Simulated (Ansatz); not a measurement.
BN:
```yaml
crystal:
  lattice:
    - [0.00000, 1.75171, 1.75171]
    - [1.75171, 0.00000, 1.75171]
    - [1.75171, 1.75171, 0.00000]
  atoms:
    - { symbol: N, position: [0.00000, 0.00000, 0.00000] }
    - { symbol: B, position: [0.50000, 0.50000, 0.50000] }
```

This is the PBE-relaxed structure.

Q: All from plane-wave PAW PBE (Ansatz code), unless another level is named. Predict the hole effective mass.

A: 0.22, 0.61, 1.6 mₑ (principal values).

Q: And the valence-band maximum?

A: on the K–Γ line, 55 % of the way from K.

Q: Give the weight of the valence-edge state by species (Voronoi cells).

A: N 88 %, B 12 %.

Space group Fm-3m (rock salt). A made-up cell: these elements were put on the sites of a structure type; neither database checked (COD, Materials Project) lists it. It is not the phase usual at ambient conditions (space group No. 186, 194, 216). The PBE relaxation kept the symmetry of its start; whether a distortion lowers the energy is not shown.

Potentials: the later of the program's two PAW sets.

Edges and masses are those of Kohn–Sham bands, whose gap is no quasiparticle gap.
